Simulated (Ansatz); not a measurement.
YAlGe:
```xyz
6
Lattice="2.0175 -5.2343 0.0000 2.0175 5.2343 0.0000 0.0000 0.0000 5.7572" Properties=species:S:1:pos:R:3 pbc="T T T"
Y      2.0175    -1.9874     4.3179
Y      2.0175     1.9874     1.4393
Ge     2.0175     1.0996     4.3179
Ge     2.0175    -1.0996     1.4393
Al     0.0000     0.0000     2.8786
Al     0.0000     0.0000     0.0000
```

Relaxed with r²SCAN.

### Question
Map the electron localisation function on the plane through (0.690, 0.310, 0.750) spanned by u = [0, 0, 1] and v = [1, -1, 0] in lattice vectors, from plane-wave PAW r²SCAN (Ansatz code).

### Answer
x is the fraction of u, y of v (the angle between them is 90°; rows are the nearest grid lines); atoms in the plane: Y at (0.00, 0.00), Y at (0.50, 0.62), Ge at (0.00, 0.71), Ge at (0.50, 0.92), Al at (0.75, 0.31), Al at (0.25, 0.31).
```
y \ x   0.000  0.103  0.172  0.276  0.379  0.448  0.552  0.621  0.724  0.828  0.897   1.00
------  -----  -----  -----  -----  -----  -----  -----  -----  -----  -----  -----  -----
1.00    0.314  0.859  0.519  0.377  0.632  0.499  0.499  0.632  0.378  0.522  0.859  0.314
0.925   0.815  0.486  0.081  0.548  0.321  0.018  0.018  0.321  0.548  0.081  0.486  0.815
0.850   0.353  0.271  0.185  0.364  0.415  0.332  0.332  0.415  0.364  0.185  0.271  0.353
0.775   0.327  0.409  0.483  0.212  0.288  0.403  0.403  0.288  0.212  0.483  0.409  0.327
0.700   0.072  0.212  0.475  0.205  0.255  0.703  0.703  0.255  0.206  0.474  0.212  0.072
0.625   0.448  0.558  0.678  0.120  0.853  0.664  0.663  0.852  0.120  0.678  0.558  0.448
0.550   0.499  0.471  0.376  0.070  0.494  0.812  0.812  0.494  0.070  0.376  0.471  0.499
0.450   0.477  0.595  0.684  0.635  0.315  0.142  0.142  0.315  0.635  0.684  0.595  0.477
0.375   0.728  0.764  0.595  0.260  0.369  0.300  0.300  0.369  0.260  0.595  0.764  0.728
0.300   0.509  0.369  0.017  0.168  0.335  0.617  0.617  0.334  0.169  0.020  0.369  0.509
0.225   0.210  0.369  0.520  0.681  0.779  0.734  0.734  0.779  0.681  0.520  0.369  0.210
0.150   0.065  0.154  0.375  0.591  0.496  0.383  0.383  0.496  0.591  0.375  0.154  0.065
0.0750  0.818  0.551  0.089  0.208  0.425  0.453  0.453  0.425  0.208  0.089  0.551  0.818
0.000   0.314  0.859  0.519  0.377  0.632  0.499  0.499  0.632  0.378  0.522  0.859  0.314
```

The density is the valence pseudo-density with augmentation charge, so density and ELF within about 1 Å of a nucleus are not all-electron values.

Space group Cmcm. The workflow started from an entry of the Crystallography Open Database (COD). Whether it is the stable phase at ambient conditions was not checked. Symmetry was held in the r²SCAN relaxation; whether a distortion lowers the energy is not shown. No spin polarisation was allowed.

Potentials: the later of the program's two PAW sets.
